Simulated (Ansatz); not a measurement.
The start is a generated cell, ScAl3 placed in the Cu3Au structure type. The structure is fully relaxed (lattice and positions, P = 0) with PBEsol (plane waves to 420 eV, PAW, scalar-relativistic; Ansatz, an electronic-structure program). The first steps use a coarse 8×8×8 k-mesh.

Input geometry:
```yaml
crystal:
  lattice:
    - [4.06644, 0.00000, 0.00000]
    - [0.00000, 4.06644, 0.00000]
    - [0.00000, 0.00000, 4.06644]
  atoms:
    - { symbol: Al, position: [0.00000, 0.50000, 0.50000] }
    - { symbol: Al, position: [0.50000, 0.50000, 0.00000] }
    - { symbol: Al, position: [0.50000, 0.00000, 0.50000] }
    - { symbol: Sc, position: [0.00000, 0.00000, 0.00000] }
```

Q: By how much does the energy per atom fall from start to end?

A: Under 0.01 eV/atom.

Q: How do the shortest distances between atoms change?

A: The closest pairs of elements (up to four, under 3.6 Å), start → end: Al–Sc 2.88 → 2.88 Å; Al–Al 2.88 → 2.88 Å.

Q: Is the relaxed structure metallic? Give its gap.

A: Zero (metallic).

Q: Give the final cell and atomic positions.

A: 
Space group Pm-3m (No. 221); a = 4.0720 Å, b = 4.0720 Å, c = 4.0720 Å, α = 90.00°, β = 90.00°, γ = 90.00°

```json
[
 {"atom": "Al", "site": "3c", "symmetry": "4/mm.m", "x": "0.0000", "y": "0.5000", "z": "0.5000"},
 {"atom": "Sc", "site": "1a", "symmetry": "m-3m", "x": "0.0000", "y": "0.0000", "z": "0.0000"}
]
```

The space group stays Pm-3m (No. 221) (the run could not lower it); the end is Cu3Au type, with 4 atoms in the primitive cell. Final values are on a 12×12×12 k-mesh of the relaxed cell. No spin polarisation in the result.

The run could not lose the symmetry of its start; a randomly shaken copy of 4 atoms returns to this structure.

All atoms sit on sites fixed by symmetry, so only the cell could relax.
